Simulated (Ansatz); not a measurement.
## SiO2: ¹⁷O NMR of the central transition

Cell: an entry of the Crystallography Open Database (COD), its atoms then relaxed with PBE in this cell.

Space group P4_12_12 (No. 92); a = 4.9640, c = 6.9200 Å.

| site | Wyckoff | site symmetry | x | y | z |
| --- | --- | --- | --- | --- | --- |
| Si | 4a | ..2 | 0.3059 | 0.3059 | 0.0000 |
| O | 8b | 1 | 0.2366 | 0.1180 | 0.1858 |

One atom of each set is listed.

Computed with Ansatz: DFT, r2SCAN, plane waves and PAW, scalar-relativistic, 500 eV cutoff, Γ-centred 5×5×4 k-points, Fermi–Dirac smearing 0.02 eV.

¹⁷O has I = 5/2 and Q = -25.58 mb (Pyykkö 2018); at 14.1 T its Larmor frequency is ν₀ = 81.4 MHz. Only the quadrupole interaction is simulated: positions count from each site's isotropic chemical shift, and J coupling is left out, as are shift anisotropy and dipolar coupling, which fast spinning averages.

**Question.** Simulate the second-order pattern (fast magic-angle spinning, Gaussian broadening 0.3 kHz) of site O (2 Si at 1.63 Å, angle 142°).

**Answer.** The calculation gives C_Q = -5.75 MHz and η = 0.20, so ν_Q = 0.862 MHz and the centre of gravity lies at -30.3 ppm (-2.47 kHz).

```csv
offset (kHz),height
-6.397,0
-6.198,2
-5.998,6
-5.799,7
-5.600,8
-5.401,8
-5.202,8
-5.002,8
-4.803,9
-4.604,9
-4.405,11
-4.206,25
-4.006,47
-3.807,65
-3.608,86
-3.409,80
-3.209,65
-3.010,59
-2.811,56
-2.612,55
-2.413,55
-2.213,56
-2.014,58
-1.815,63
-1.616,71
-1.417,88
-1.217,100
-1.018,83
-0.819,66
-0.620,41
-0.421,9
-0.221,0
```

At O V_zz runs parallel to the line that joins its two neighbours (within 1°).

The largest force is 0.3 eV/Å, so the atoms aren't at the calculated equilibrium and relaxing them would move these values.
